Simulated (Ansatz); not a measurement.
MoIr (L1₀ or tetragonal B2, P4/mmm) under volume change, the program Ansatz at the PBE level (PAW), shape and atoms relaxed at each volume.

```
V (Å³/atom)  E − E(relaxed) (meV/atom)  P (GPa)
-----------  -------------------------  -------
13.627                           140.4    36.47
14.076                            58.7    22.21
14.525                            13.8    10.16
14.975                             0.0     0.00
15.424                            12.4    -8.57
15.873                            46.8   -15.79
16.322                            99.8   -21.85
```

Problem. What does a third-order Birch–Murnaghan fit give for V₀, B₀ and B′?

Solution. V₀ = 14.97 Å³/atom, B₀ = 310 GPa, B′ = 4.7.

The start of the workflow was typed in or built on a structure type; neither database checked (COD, Materials Project) lists it. COD files the formula under space group No. 51. Its standing as an ambient phase is unchecked. The cell was relaxed with PBE under the symmetry of its start; its stability against distortions is not shown here. No spin polarisation was allowed. Spin–orbit coupling is left out wherever it is not named.

Potentials: the later of the program's two PAW sets.
